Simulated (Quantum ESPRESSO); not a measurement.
Band energies of NbIO2 monolayer

```xyz
8
Lattice="3.8926 0.0000 0.0000 0.0000 3.7503 0.0000 0.0000 0.0000 23.7000" Properties=species:S:1:pos:R:3 pbc="T T T"
O      0.0027     0.0000     1.5359
O      3.8644     1.8752    -1.5359
O      1.9086     1.8752     0.6692
O      1.9585     0.0000    -0.6692
Nb     1.7734     1.8752    -1.3875
Nb     2.0937     0.0000     1.3875
I      1.9427     0.0000    -3.6452
I      1.9244     1.8752     3.6452
```

norm-conserving PBEsol (Quantum ESPRESSO, 84 Ry, without SOC); path ΓXSYΓS; energies in eV from the valence-band maximum.

```
k (1/Å)  point  band 28  band 29  band 30  band 31  band 32  band 33  band 34  band 35
-------  -----  -------  -------  -------  -------  -------  -------  -------  -------
0.00         Γ    -1.48    -0.94    -0.85    -0.44    -0.44     0.83     1.03     1.56
0.21              -1.48    -0.89    -0.82    -0.80    -0.71     1.19     1.39     1.58
0.42              -1.57    -1.31    -1.23    -0.79    -0.75     1.81     1.96     2.18
0.63              -1.95    -1.68    -1.31    -0.70    -0.67     1.93     2.62     2.91
0.84         X    -2.04    -1.87    -1.28    -0.66    -0.64     1.97     2.83     3.19
1.04              -1.97    -1.90    -1.40    -1.22    -1.13     2.10     2.56     3.13
1.24              -2.25    -2.00    -1.95    -1.91    -1.35     2.16     2.24     3.04
1.44              -2.28    -2.02    -1.84    -1.66    -1.58     2.33     2.43     3.18
1.64         S    -2.46    -1.87    -1.87    -1.62    -1.62     2.60     2.60     3.23
1.81              -2.45    -1.89    -1.89    -1.51    -1.51     2.57     2.57     2.98
1.98              -2.53    -1.88    -1.88    -1.19    -1.19     2.34     2.34     2.55
2.15              -2.72    -1.90    -1.90    -0.68    -0.68     1.66     1.66     2.44
2.31              -2.55    -1.95    -1.94    -0.21    -0.21     1.19     1.19     2.35
2.48         Y    -2.47    -1.97    -1.97    -0.04    -0.04     1.08     1.08     2.32
2.64              -2.38    -1.99    -1.79    -0.19     0.00     1.06     1.21     2.14
2.81              -2.24    -1.91    -1.57    -0.33    -0.11     1.19     1.26     2.06
2.97              -1.91    -1.81    -1.35    -0.42    -0.27     1.13     1.26     1.57
3.13              -1.58    -1.18    -1.07    -0.44    -0.39     0.94     1.01     1.53
3.29         Γ    -1.48    -0.94    -0.85    -0.44    -0.44     0.83     1.03     1.56
3.43              -1.51    -1.02    -0.95    -0.54    -0.49     0.96     1.09     1.55
3.58              -1.62    -1.32    -1.20    -0.73    -0.65     1.28     1.34     1.61
3.73              -1.87    -1.73    -1.41    -0.93    -0.88     1.56     1.82     1.87
3.87              -2.09    -2.04    -1.52    -1.16    -1.14     1.90     2.11     2.18
4.02              -2.25    -2.03    -1.65    -1.41    -1.31     2.13     2.21     2.53
4.16              -2.29    -2.01    -1.74    -1.59    -1.44     2.29     2.40     2.86
4.45         S    -2.46    -1.87    -1.87    -1.62    -1.62     2.60     2.60     3.23
```

The PBEsol gap is indirect, 0.83 eV, from 20 % of the way from Y to Γ to Γ; the smallest direct gap is 1.06 eV. The valence-band maximum lies 5.62 eV below the vacuum level.

Without spin-orbit coupling, band edges of such heavy elements can be off by tenths of an eV.

Geometry relaxed with PBEsol.

This is a model layer cut from the bulk structure; whether it is stable on its own was not checked.
